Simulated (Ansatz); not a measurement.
Values for one crystal, relaxed and computed with PBEsol (plane waves, PAW; program Ansatz); other levels are named.

Volume per atom: 13.40 Å³
Electronic character: metallic (no gap)
Zone-centre stability: no imaginary mode at Γ
Formation energy from the elements (no fitted shifts): -0.15 eV/atom
Young's modulus: 229 GPa
Elastic constants (relaxed ions, GPa): C11 = 388, C12 = 161, C13 = 152, C14 = -25.3, C33 = 355, C44 = 63.3
Mechanical stability: stable (all eigenvalues of C positive)

Task: Which of these materials gives this?
A) ZnCu, CsCl type
B) Ag3Sn, Pmmn (Ag on 2b, Ag on 4e, Sn on 2a)
C) NbRu, CsCl type
D) CuPt, R-3m (Cu on 3a, Pt on 3b)

Result: D, CuPt, R-3m (Cu on 3a, Pt on 3b)

The first step of the workflow began from a Materials Project structure, measured or hypothetical; the Crystallography Open Database copy checked does not list it. With Cu and Pt taken as one species the cell has the higher symmetry Fm-3m, so it may be an ordered model of a mixed-site phase. Its standing as an ambient phase is unchecked. The PBEsol relaxation kept the symmetry of its start. No spin polarisation was allowed. As this level gives no gap, shear constants depend on the k-mesh and smearing (Fermi–Dirac, 0.1 eV here). The references are the lowest solids computed at this level, not always the standard phases. Spin–orbit coupling is left out wherever it is not named.

Potentials: the later of the program's two PAW sets.
